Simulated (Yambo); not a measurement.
BSE-type run in Yambo on AgCl (rock salt, space group Fm-3m, No. 225) under isotropic strain of +2 % on all lattice vectors, at zero momentum.

Quantum ESPRESSO step (PBEsol, PseudoDojo standard norm-conserving files, scalar-relativistic):
```
&CONTROL
  calculation = 'nscf'
  pseudo_dir = './pseudo'
  outdir = './out'
/
&SYSTEM
  ibrav = 0
  nat = 2
  ntyp = 2
  ecutwfc = 82.0
  ecutrho = 328.0
  occupations = 'fixed'
  force_symmorphic = .true.
  nbnd = 32
/
&ELECTRONS
  conv_thr = 2e-09
  diago_full_acc = .true.
  diago_thr_init = 1e-08
/
ATOMIC_SPECIES
Cl 35.4500 Cl.upf
Ag 107.8682 Ag.upf
CELL_PARAMETERS angstrom
  0.000000000000   2.778283280284   2.778283280284
  2.778283280284   0.000000000000   2.778283280284
  2.778283280284   2.778283280284   0.000000000000
ATOMIC_POSITIONS crystal
Cl   0.499999858579   0.499999858579   0.499999858579
Ag   0.999999858579   0.999999858579   0.999999858579
K_POINTS automatic
8 8 8 0 0 0
```

Yambo input:
```
rim_cut
optics
bse
bss
dipoles
em1s
RandQpts= 1000000
RandGvec= 1 Ry
FFTGvecs= 40 Ry
Chimod= "HARTREE"
BSKmod= "SEX"
BSEmod= "resonant"
BSSmod= "hs"
BSENGexx= 15 Ry
BSENGBlk= 4 Ry
% KfnQP_E
 1.641 | 1.0 | 1.0 |
%
% BSEQptR
 1 | 1 |
%
% BSEBands
 6 | 14 |
%
% BEnRange
 0.0 | 9.7 | eV
%
% BDmRange
 0.15 | 0.15 | eV
%
BEnSteps= 194
% BLongDir
 1.0 | 0.0 | 0.0 |
%
BSHayTrs= -0.02
BSSNEig= 24
WRbsWF
% BndsRnXs
 5 | 27 |
%
NGsBlkXs= 4 Ry
% LongDrXs
 1.0 | 1.0 | 1.0 |
%
```

From the report:

The dimension is k points × valence × conduction bands = 512 × 8 × 1 = 4096.
```
   [SLEPC] Approach                          : Krylov-Schur
   [SLEPC] Number of requested eigenvalues   :  24
   [SLEPC] Number of eigenvalues        [NEV]:  24
    [K] Dimension                                    :   4096
    [K] Bands                                        :   6  14
    [K] Exchange res                                 : yes
    [K] Correlation res                              : yes
    [K] W interaction is bare                        : no
    [K] RL vectors exchange                          :  307
    [K] RL vectors correlation                       :   59
    [W] Matrix size                                  :   59
    [W] Bands                                        :   5  27
    [W] Coulomb Cutoff                               : none
    [W] Hxc Kernel                                   : HARTREE
```

Spin-orbit coupling is not included.

Geometry strained from the cell relaxed with PBEsol, atoms relaxed again.
